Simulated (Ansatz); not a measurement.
MgO (rock salt) is sheared across one {100} plane: the third cell vector gains the shift, so faults repeat every 6.4 Å. The cut lies between planes 2.13 Å apart; the cell height is held.

```
MgO
1.0
    3.00785     0.00000     0.00000
    0.00000     3.00785     0.00000
    1.50393     1.50393     6.38062
O Mg
3 3
Cartesian
  1.25327   1.25327   5.31718
  1.25327   1.25327   1.06344
  2.75720   2.75720   3.19031
  2.75720   2.75720   5.31718
  2.75720   2.75720   1.06344
  1.25327   1.25327   3.19031
```

In-plane vectors a = (3.008, 0.000) Å, b = (0.000, 3.008) Å, area 9.05 Å². The shift is s times the vector a + b (length 4.254 Å), so s = 1 restores the start. The shift is rigid: no atom relaxes. γ = [E(shift) − E(0)] / area.

These are PBE (plane waves to 420 eV, PAW, scalar-relativistic; Ansatz, a first-principles code) values and carry that method's errors. k mesh 9×9×9 (Γ-centred), Fermi-Dirac smearing 0.05 eV. Energies are extrapolated to zero smearing. Compression counts positive. Faults lie only 6.4 Å apart, and holding the cell height and the atoms raises γ above its relaxed value. MgO was relaxed with its symmetry unable to fall. The zero of γ is zero shift.

```
s      σ normal to the fault (GPa)  γ (meV/Å²)
-----  ---------------------------  ----------
0.000                          0.0           0
0.083                            ?           ?
0.167                          7.1           ?
0.250                         18.0         210
0.333                         33.1         343
0.417                         47.7         457
0.500                         54.0         503
0.583                         47.7         457
0.667                         33.1         343
0.750                         18.0         210
0.833                          7.1           ?
0.917                            ?           ?
```

Problem. Fill in the missing entries.

Solution. 
- 0.083, σ normal to the fault (GPa): 1.5
- 0.083, γ (meV/Å²): 24
- 0.167, γ (meV/Å²): 96
- 0.833, γ (meV/Å²): 96
- 0.917, σ normal to the fault (GPa): 1.5
- 0.917, γ (meV/Å²): 24

(The slope of γ gives the shear force per area between the displaced halves; near zero shift its curvature is an elastic stiffness.)
